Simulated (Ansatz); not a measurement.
A relaxation computed with Ansatz, from input to last step.

```yaml
crystal:
  lattice:
    - [0.0, 2.5751358841, 2.5751358841]
    - [2.5751358841, 0.0, 2.5751358841]
    - [2.5751358841, 2.5751358841, 0.0]
  atoms:
    - { symbol: Li, position: [0.0, 0.0, 0.0] }
    - { symbol: Cl, position: [0.5, 0.5, 0.5] }
basis:
  ecutwfc: 420
kpoints:
  mp_grid: { grid: [8, 8, 8] }
hamiltonian:
  xc: pbe
  dispersion: d3bj
scf:
  occupations: { method: gaussian, width: 0.02 }
output:
  forces: true
  stress: true
  eigenvalues: true
relax:
  adjacent_minimum: "off"
  f_tol: 0.005
  max_steps: 50
  cell: { stress_tol: 0.05 }
```

```bash
ansatz run input.yaml --threads 1 --pin off --max-ram 2560MiB --backend cpu --events-out ev --progress --plain --runs-dir out
```

The calculation used DFT PBE+D3(BJ), scalar-relativistic, plane waves, PAW in Ansatz.

Of 5 frames 4 are shown, positions in Å and forces in eV/Å; the SCF threshold varies from step to step. Steps run on the plane waves of an earlier cell, with a Pulay correction in the pressure. The basis is chosen afresh for the last frame, the zero of the energies, and at times for earlier ones too; energy and pressure step there, also at an unchanged geometry.

```xyz
2
Lattice="0.0000 2.5751 2.5751 2.5751 0.0000 2.5751 2.5751 2.5751 0.0000" Properties=species:S:1:pos:R:3:forces:R:3 pbc="T T T" step=1 free_energy_over_end_meV_per_atom=7.93 pressure_GPa=-2.16
Li    0.0000    0.0000    0.0000    0.0000    0.0000    0.0000
Cl    2.5751    2.5751    2.5751    0.0000    0.0000    0.0000
2
Lattice="0.0000 2.5354 2.5354 2.5354 0.0000 2.5354 2.5354 2.5354 0.0000" Properties=species:S:1:pos:R:3:forces:R:3 pbc="T T T" step=2 free_energy_over_end_meV_per_atom=0.74 pressure_GPa=-0.72
Li    0.0000    0.0000    0.0000    0.0000    0.0000    0.0000
Cl    2.5354    2.5354    2.5354    0.0000    0.0000    0.0000
2
Lattice="0.0000 2.5163 2.5163 2.5163 0.0000 2.5163 2.5163 2.5163 0.0000" Properties=species:S:1:pos:R:3:forces:R:3 pbc="T T T" step=3 free_energy_over_end_meV_per_atom=-0.01 pressure_GPa=0.09
Li    0.0000    0.0000    0.0000    0.0000    0.0000    0.0000
Cl    2.5163    2.5163    2.5163    0.0000    0.0000    0.0000
2
Lattice="0.0000 2.5184 2.5184 2.5184 0.0000 2.5184 2.5184 2.5184 0.0000" Properties=species:S:1:pos:R:3:forces:R:3 pbc="T T T" step=5 free_energy_over_end_meV_per_atom=0.00 pressure_GPa=0.00
Li    0.0000    0.0000    0.0000    0.0000    0.0000    0.0000
Cl    2.5184    2.5184    2.5184    0.0000    0.0000    0.0000
```

Time: 3 s on 1 thread of Arm Neoverse V2 (shared host), peak memory 0.27 GiB.